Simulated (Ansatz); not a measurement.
**Pt: computed property card**

Pt:
```
CELL_PARAMETERS angstrom
      0.00000     2.86014     2.86014
      2.86014     0.00000     2.86014
      2.86014     2.86014     0.00000
ATOMIC_POSITIONS crystal
  Pt 0.00000 0.00000 0.00000
  Pt 0.25000 0.25000 0.25000
```

Space group Fd-3m (No. 227), diamond; conventional cell a = 5.7203 Å, b = 5.7203 Å, c = 5.7203 Å, α = 90.00°, β = 90.00°, γ = 90.00°.

Method: plane-wave PAW r²SCAN (Ansatz code). Structure relaxed to zero pressure with the same functional. Other levels are named where they apply.

Cell and energy:

| Property | Value |
|---|---|
| Volume per atom | 23.40 Å³ |
| Density | 13.85 g/cm³ |

Electronic structure:

| Property | Value |
|---|---|
| Electronic character | metallic (no gap) |
| Density of states at the Fermi level | 2.8 states/eV per atom (mean over ±0.08 eV) |
| Gap with spin–orbit coupling | none (metallic) |

Mechanics:

| Item | Value |
|---|---|
| Bulk modulus (Birch–Murnaghan fit) | 130 GPa |
| Pressure derivative B′ | 5.3 |
| Elastic constants (relaxed ions, GPa) | C11 = 96.5, C12 = 148, C44 = -3.7 |
| Mechanical stability | unstable (C has a negative eigenvalue) |

The start of the workflow was typed in or built on a structure type; neither database checked (COD, Materials Project) lists it. It is not the phase usual at ambient conditions (space group No. 225). Symmetry was held in the r²SCAN relaxation. The run is not spin-polarised. As this level gives no gap, shear constants depend on the k-mesh and smearing (Fermi–Dirac, 0.1 eV here). On the denser mesh and wider smearing of the elastic run this cell carries a stress of 0.3 GPa. Scalar-relativistic: spin–orbit coupling is off unless named, which matters more the heavier the elements.

Potentials: the earlier of the program's two PAW sets.
